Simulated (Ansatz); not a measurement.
Ga:
```
CELL_PARAMETERS angstrom
      3.76885    -2.25584     0.00000
      3.76885     2.25584     0.00000
      0.00000     0.00000     4.50354
ATOMIC_POSITIONS crystal
  Ga 0.99130 0.33385 0.25000
  Ga 0.00870 0.66615 0.75000
  Ga 0.33385 0.99130 0.75000
  Ga 0.66615 0.00870 0.25000
```

Relaxed with LDA. Special points in fractions of this cell's reciprocal vectors: Γ (0.000, 0.000, 0.000); Y (0.500, 0.500, 0.000); F0 (0.340, 0.660, 0.000); Δ0 (-0.340, 0.340, 0.000); Z (0.000, 0.000, 0.500); B0 (-0.340, 0.340, 0.500); G0 (0.340, 0.660, 0.500); T (0.500, 0.500, 0.500); S (0.000, 0.500, 0.000); R (0.000, 0.500, 0.500).

Q: List the band energies nearest the Fermi level at these points for the program Ansatz at the LDA level (PAW).

A: In eV from the Fermi level; about four levels below and three above (degenerate sets whole), none deeper than 8.9 eV; points with the same levels are listed once.

```json
[
 {"k": "Γ", "below": "-3.47 -2.28 -1.91 -0.99", "above": "1.05 1.17 2.65"},
 {"k": "Y", "below": "-4.22 -2.79 -1.91 -1.89", "above": "0.38 1.19 3.57"},
 {"k": "F0", "below": "-1.22 -1.05 -0.59 -0.17", "above": "0.26 3.23 3.32"},
 {"k": "Z", "below": "-0.52 -0.52 -0.02 -0.02", "above": "0.13 0.13 3.06 3.06"},
 {"k": "B0", "below": "-6.48 -6.48 -3.37 -3.37", "above": "4.41 4.41 5.45 5.45"},
 {"k": "T", "below": "-5.68 -5.68 -2.01 -2.01", "above": "0.29 0.29 7.03 7.03"},
 {"k": "S", "below": "-1.35 -0.45 -0.33 -0.15", "above": "3.69 4.61 5.90"},
 {"k": "R", "below": "-6.27 -6.27 -1.51 -1.51", "above": "0.97 0.97 6.97 6.97"}
]
```

Space group Cmcm. The first step of the workflow began from a Materials Project structure, measured or hypothetical; the Crystallography Open Database files this formula in space group No. 63, but the cells were not matched. It is not the phase usual at ambient conditions (space group No. 64). Symmetry was held in the LDA relaxation; its stability against distortions is not shown here. Scalar-relativistic: spin–orbit coupling is off unless named, which matters more the heavier the elements.

Potentials: the earlier of the program's two PAW sets. The files were generated under PBE; for other functionals the program regenerates the frozen cores, and for LDA and PBEsol the local potential too.
